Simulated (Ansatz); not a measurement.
Consider the following.

Starting cell, SnCl2 (space group Pnma):

```
CELL_PARAMETERS angstrom
      7.47652     0.00000     0.00000
      0.00000     4.28524     0.00000
      0.00000     0.00000     8.93671
ATOMIC_POSITIONS crystal
  Sn 0.76593 0.75000 0.58478
  Sn 0.23407 0.25000 0.41522
  Sn 0.73407 0.25000 0.08478
  Sn 0.26593 0.75000 0.91522
  Cl 0.52092 0.25000 0.84297
  Cl 0.47908 0.75000 0.15703
  Cl 0.97908 0.75000 0.34297
  Cl 0.02092 0.25000 0.65703
  Cl 0.14165 0.25000 0.07798
  Cl 0.85835 0.75000 0.92202
  Cl 0.35835 0.75000 0.57798
  Cl 0.64165 0.25000 0.42202
```

A phonon eigenvector at Γ is frozen into this cell: atom i moves by Q times the vector below, so Q is the largest atomic displacement, in Å. The cell is held.

| atom | x | y | z |
|---|---|---|---|
| Sn1 | 0.082 | 0.000 | 0.133 |
| Sn2 | -0.082 | 0.000 | -0.133 |
| Sn3 | -0.082 | 0.000 | 0.133 |
| Sn4 | 0.082 | 0.000 | -0.133 |
| Cl5 | 0.447 | 0.000 | -0.195 |
| Cl6 | -0.447 | 0.000 | 0.195 |
| Cl7 | -0.447 | 0.000 | -0.195 |
| Cl8 | 0.447 | 0.000 | 0.195 |
| Cl9 | -0.573 | 0.000 | 0.819 |
| Cl10 | 0.573 | 0.000 | -0.819 |
| Cl11 | 0.573 | 0.000 | 0.819 |
| Cl12 | -0.573 | 0.000 | -0.819 |

These are LDA (plane waves to 420 eV, PAW, scalar-relativistic; Ansatz, a first-principles code) values and carry that method's errors. k mesh 4×6×3 (Γ-centred), Fermi-Dirac smearing 0.05 eV. Energies are smeared free energies. SnCl2 was relaxed with its symmetry unable to fall. The relaxed volume of SnCl2 is well below the measured one. The zero of ΔE is the undisplaced structure.

The scan covers Q from -0.280 to 0.280 Å in 13 points.

Problem. Is this a single well or a double well?

Solution. A single well with its minimum at or next to zero displacement.

Problem. Is the energy the same for displacements of ±0.280 Å, and if not, which side lies higher?

Solution. Not even: the negative side lies higher at ±0.280 Å.

Problem. What is the energy change at Q = 0.280 Å?

Solution. 642 meV/cell.

Problem. What harmonic wavenumber does the curvature at Q = 0 give?

Solution. 172 cm⁻¹.

(A displaced cell: forces are minus the slopes of the energy, force constants its curvatures, and phonons follow from these.)
